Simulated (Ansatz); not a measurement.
A plane-wave run on Cs3NaS2O8

input.yaml (Ansatz 0.2.0)

```yaml
crystal:
  lattice:
    - [2.99354, 5.184962, 0.0]
    - [-2.99354, 5.184962, 0.0]
    - [0.0, 0.0, 7.704013]
  atoms:
    - { symbol: Cs, position: [0.0, 0.0, 0.0] }
    - { symbol: Na, position: [0.0, 0.0, 0.5] }
    - { symbol: Cs, position: [0.66667, 0.66666, 0.6831] }
    - { symbol: Cs, position: [0.33333, 0.33334, 0.3169] }
    - { symbol: S, position: [0.66667, 0.66666, 0.2338] }
    - { symbol: S, position: [0.33333, 0.33334, 0.7662] }
    - { symbol: O, position: [0.66667, 0.66666, 0.0316] }
    - { symbol: O, position: [0.33333, 0.33334, 0.9684] }
    - { symbol: O, position: [0.8073, 0.3854, 0.3018] }
    - { symbol: O, position: [0.8073, 0.8073, 0.3018] }
    - { symbol: O, position: [0.3854, 0.8073, 0.3018] }
    - { symbol: O, position: [0.1927, 0.6146, 0.6982] }
    - { symbol: O, position: [0.6146, 0.1927, 0.6982] }
    - { symbol: O, position: [0.1927, 0.1927, 0.6982] }
  symmetry: { tolerance: 0.0003 }
kpoints:
  mp_grid: { grid: [6, 6, 4], shift: [0, 0, 0] }
  band_path:
    path:
      - [0.0, 0.0, 0.0]
      - [0.5, 0.5, 0.0]
      - [0.33333333, 0.66666667, 0.0]
      - [0.0, 0.0, 0.0]
      - [0.0, 0.0, 0.5]
      - [0.5, 0.5, 0.5]
      - [0.33333333, 0.66666667, 0.5]
      - [0.0, 0.0, 0.5]
      - [0.5, 0.5, 0.5]
      - [0.5, 0.5, 0.0]
      - [0.33333333, 0.66666667, 0.5]
    npoints: 7
magnetization:
  spin_polarized: false
scf:
  occupations: { method: fermi_dirac }
  lower_state_search: "off"
  max_iter: 200
hamiltonian:
  pseudopotentials: { kind: paw }
  xc: r2scan
basis:
  ecutwfc: 500
  fft_grid_basis: typed
output:
  forces: true
  stress: true
  eigenvalues: true
  populations: true
  elf: true
  write_potential: true
  volumetric_format: npy
  dos:
    e_range: [-12, 8]
    de: 0.05
    projected: { site_lists: { Cs: [Cs], Na: [Na], O: [O], S: [S] } }
checkpoint:
  read: saved_state
```

Launched with:

```sh
ansatz run input.yaml --threads 1 --pin off --max-ram 2560MiB --backend cpu --events-out ev --progress --plain --runs-dir out
```

The run starts from an earlier solution of this cell. 

Parts of the output:

```
SCF iter   1: F=-24912.6535 eV  Δρ=7.20e-4  dr2=5.65e-4  dr2_τ=7.84e-4
SCF iter   2: F=-24912.6538 eV  Δρ=3.39e-4  dr2=6.73e-5  dr2_τ=1.52e-4
SCF iter   3: F=-24912.6537 eV  Δρ=1.63e-4  dr2=1.89e-5  dr2_τ=3.44e-5
SCF iter   4: F=-24912.6537 eV  Δρ=3.41e-5  dr2=2.38e-6  dr2_τ=3.95e-7
SCF iter   5: F=-24912.6537 eV  Δρ=1.36e-5  dr2=2.41e-7  dr2_τ=1.56e-7
SCF iter   6: F=-24912.6537 eV  Δρ=3.34e-6  dr2=1.71e-8  dr2_τ=1.07e-8
Free energy (F): -24912.6537 eV
Harris-Foulkes:  -24912.6537 eV  (|F-HF|=3.67e-8)
Internal energy: -24912.6537 eV  (E = F + TS)
E sigma→0 (E₀):  -24912.6537 eV
Fermi energy:    7.1346 eV
--- Per-component energies (eV) ---
  E_band       = -526.4719
  E_kinetic    = 2195.5718
  E_local      = -5744.8694  (includes V_loc(G=0)·N_el)
  E_nonlocal   = 633.2915
  E_hartree    = 2116.7012
  E_xc         = -1301.2905
  E_vxc        = -1517.9955  (∫ρ·V_xc dr)
  E_paw        = -18046.1591  (= ΣΔE_a)
  E_vpaw       = -418.3297  (= ΣTr[D̂ρ^β])
  E_aug_tail   = 0.0081  (compensation charges beyond the density's cutoff)
  E_vtau       = 92.4488  (kinetic-family band-sum trace: ∫τ·v_τ [+ j·A + Jᵃ·Aᵃ] dr)
  E_ewald      = -4765.5556
  E_core_change = -0.3517  (= ΣΔE_core)
  E_smearing   =  0.0000  (= −TS)
--- Forces (eV/Å), atoms counted from 1 ---
  atom   1  Cs     0.0000     0.0000     0.0000
  atom   2  Na     0.0000     0.0000     0.0000
  atom   3  Cs     0.0000     0.0000    -0.3693
  atom   4  Cs     0.0000     0.0000     0.3693
  atom   5  S      0.0000     0.0000    -1.1536
  atom   6  S      0.0000     0.0000     1.1536
  atom   7  O      0.0000     0.0000     4.2696
  atom   8  O      0.0000     0.0000    -4.2696
  atom   9  O     -2.1873     1.2629    -0.6686
  atom  10  O      0.0000    -2.5257    -0.6686
  atom  11  O      2.1873     1.2629    -0.6686
  atom  12  O      2.1873    -1.2629     0.6686
  atom  13  O     -2.1873    -1.2629     0.6686
  atom  14  O      0.0000     2.5257     0.6686
--- Stress (GPa, compression-positive) ---
       -4.4094       0.0000       0.0000
        0.0000      -4.4094       0.0000
        0.0000       0.0000      -5.1323
  P = ⅓ Tr σ = -4.6503 GPa (-46.503 kbar)
--- Löwdin populations: 14 sites ---
  site symbol       q [e]
     0     Cs      8.1286
     1     Na      8.2392
     2     Cs      8.1263
     3     Cs      8.1263
     4      S      3.6525
     5      S      3.6525
     6      O      6.8319
     7      O      6.8319
     8      O      6.8643
     9      O      6.8643
    10      O      6.8643
    11      O      6.8643
    12      O      6.8643
    13      O      6.8643
  spilling = 0.0128 (of n_electrons = 96.0000)
```

Origin: a known structure type with other elements, at an estimated volume, so it need not be a known compound. Caveats: atoms or cell far from equilibrium.

It took 54 s on 1 thread of Intel(R) Xeon(R) 6975P-C (Granite Rapids) (shared host), peak memory 1.4 GiB, starting from a saved density.
